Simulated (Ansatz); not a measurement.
# Kick test of a cell of Al₂GaP₃

It was reached by relaxing an invented guess, and it needn't be the stable form of this composition.

Method: Ansatz, DFT PBE, scalar-relativistic, plane waves, PAW. Plane waves to 420 eV, a k mesh through Γ of 10×10×10 on the computed 6-atom cell and Gaussian smearing (0.02 eV); no spin polarisation.

The cell below (6 atoms, space group I-4m2 (No. 119)) is relaxed within its symmetry.

```
Al Ga P
1.0
    -1.94752    1.94752    8.25717
     1.94752   -1.94752    8.25717
     1.94752    1.94752   -8.25717
Al Ga P
2 1 3
Cartesian
  0.0000 0.0000 11.0097
  0.0000 0.0000 5.5046
  0.0000 0.0000 0.0000
  1.9475 0.0000 6.8748
  1.9475 0.0000 1.3823
  0.0000 1.9475 4.1286
```

For the test a repeat of it with 12 atoms (edges 5.51, 5.51, 8.70 Å) was strained at random (σ = 1.5 % a component), the atoms were moved at random (σ = 0.15 Å), and all was relaxed again on a coarse 4×4×4 mesh (in the run’s order of axes) with 0.10 eV smearing, with no symmetry imposed.

Question: Does it come back?

Answer: It returns, within 1 meV/atom of the unmoved cell on that mesh and with the same symmetry when read at 0.1 Å (P1 at 0.01 Å, so small strains and shifts remain). No instability shows in this cell; modes of other wave vectors, which need another repeat, aren't tested.
